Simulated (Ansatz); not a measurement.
Here is the system:

Relaxed TiAl (CuAu type, space group P4/mmm):

```yaml
crystal:
  lattice:
    - [5.62584, 0.00000, 0.00000]
    - [0.00000, 2.81292, 0.00000]
    - [0.00000, 0.00000, 4.05841]
  atoms:
    - { symbol: Al, position: [0.25000, 0.50000, 0.50000] }
    - { symbol: Al, position: [0.75000, 0.50000, 0.50000] }
    - { symbol: Ti, position: [0.00000, 0.00000, 0.00000] }
    - { symbol: Ti, position: [0.50000, 0.00000, 0.00000] }
```

The atoms are displaced by Q × the pattern below (from a DFPT mode at X = (0.5, 0.0, 0.0), largest move 1; Q in Å), at fixed cell. (q is in reciprocal vectors of the primitive cell; the cell shown is doubled to hold the pattern.)

```
atom       x      y      z
----  ------  -----  -----
Ti3   -1.000  0.000  0.000
Ti4    1.000  0.000  0.000
```

Atoms not listed stay in place.

These are r2SCAN (plane waves to 500 eV, PAW, scalar-relativistic; Ansatz, an electronic-structure program) values and carry that method's errors. k mesh 8×16×12 (Γ-centred), Fermi-Dirac smearing 0.05 eV. The energy includes the smearing's −TS. Left out: 4 of 13 points, with atoms too close for the PAW data. With partly filled bands, energies and forces of such displacements shift with the k mesh and the smearing. TiAl is run without spin polarisation. TiAl was relaxed with its symmetry unable to fall. The zero of ΔE is the undisplaced structure.

The scan covers Q from -0.187 to 0.187 Å in 9 points.

Task: Is this a single well or a double well?

Result: A single well with its minimum at or next to zero displacement.

Task: Which space group does the distorted structure have?

Result: Pmmm (No. 47), lowered from P4/mmm.

Task: What is the energy change at Q = 0.187 Å?

Result: 488 meV/cell.

Task: What harmonic wavenumber does the curvature at Q = 0 give?

Result: 279 cm⁻¹.

(A displaced cell: forces are minus the slopes of the energy, force constants its curvatures, and phonons follow from these.)
